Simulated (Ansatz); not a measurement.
InMo2C in space group P6_3/mmc (No. 194; In on 2d, Mo on 4f, C on 2a) under volume change, PBE (plane waves, PAW; program Ansatz), shape and atoms relaxed at each volume.

| V (Å³/atom) | E − E(relaxed) (meV/atom) | P (GPa) |
|---|---|---|
| 13.501 | 76.2 | 19.98 |
| 13.946 | [?] | [?] |
| 14.391 | 7.5 | 5.61 |
| 14.836 | 0.0 | 0.00 |
| 15.282 | 6.7 | -4.68 |
| 15.727 | [?] | [?] |
| 16.172 | 53.2 | -11.52 |

Question: Fill in the missing entries.

Answer: 
- 15.727, E − E(relaxed) (meV/atom): 25.2
- 15.727, P (GPa): -8.51
- 13.946, E − E(relaxed) (meV/atom): 32.0
- 13.946, P (GPa): 12.10

Question: What does a third-order Birch–Murnaghan fit give for V₀, B₀ and B′?

Answer: V₀ = 14.84 Å³/atom, B₀ = 167 GPa, B′ = 5.0.

The start of the workflow was typed in or built on a structure type; neither database checked (COD, Materials Project) lists it. Its standing as an ambient phase is unchecked. The PBE relaxation kept the symmetry of its start; whether a distortion lowers the energy is not shown. The run is not spin-polarised.

Potentials: the earlier of the program's two PAW sets.
